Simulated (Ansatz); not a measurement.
La$_{3}$Tl:
```cif
data_La3Tl
_chemical_formula_sum 'Tl1 La3'
_space_group_name_H-M_alt 'Pm-3m'
_space_group_IT_number 221
_space_group_name_Hall '-P 4 2 3'
_cell_length_a 5.06857
_cell_length_b 5.06857
_cell_length_c 5.06857
_cell_angle_alpha 90.000
_cell_angle_beta 90.000
_cell_angle_gamma 90.000
loop_
_atom_site_label
_atom_site_type_symbol
_atom_site_symmetry_multiplicity
_atom_site_Wyckoff_symbol
_atom_site_fract_x
_atom_site_fract_y
_atom_site_fract_z
_atom_site_occupancy
Tl1 Tl 1 a 0.00000 0.00000 0.00000 1
La1 La 3 c 0.00000 0.50000 0.50000 1
```

Relaxed with r²SCAN.

Task: Tabulate the valence density and the electron localisation function along the shortest La–La contact (3.58 Å), the program Ansatz at the r²SCAN level (PAW).

Result: 

```
distance from La (Å)  density (e/Å³)   ELF
--------------------  --------------  ----
0.36                            1.46  0.23
0.54                            1.65  0.65
0.72                            1.55  0.82
0.90                            1.10  0.82
1.08                            0.62  0.70
1.25                            0.32  0.41
1.43                            0.17  0.18
1.61                            0.12  0.11
1.79                            0.10  0.10
1.97                            0.12  0.11
2.15                            0.17  0.18
2.33                            0.32  0.41
2.51                            0.62  0.70
2.69                            1.10  0.82
2.87                            1.55  0.82
3.05                            1.65  0.65
3.23                            1.46  0.23
```

The density is the valence pseudo-density with augmentation charge, so density and ELF within about 1 Å of a nucleus are not all-electron values.

The workflow started from an entry of the Crystallography Open Database (COD). Its standing as an ambient phase is unchecked. The cell was relaxed with r²SCAN under the symmetry of its start; whether a distortion lowers the energy is not shown. Spin–orbit coupling is left out wherever it is not named.

Potentials: the later of the program's two PAW sets.
